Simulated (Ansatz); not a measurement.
CaS (rock salt, Fm-3m) under volume change, DFT-PBEsol in the program Ansatz with PAW potentials, scaled uniformly.

```tsv
V (Å³/atom)	E − E(relaxed) (meV/atom)	P (GPa)
20.332	40.9	7.06
21.003	17.2	4.33
21.673	4.1	2.00
22.343	0.0	0.00
23.014	3.7	-1.71
23.684	14.0	-3.18
24.354	30.0	-4.44
```

### Question
What does a third-order Birch–Murnaghan fit give for V₀, B₀ and B′?

### Answer
V₀ = 22.34 Å³/atom, B₀ = 61.6 GPa, B′ = 4.1.

The cell was relaxed with PBEsol under the symmetry of its start.

Potentials: the later of the program's two PAW sets.
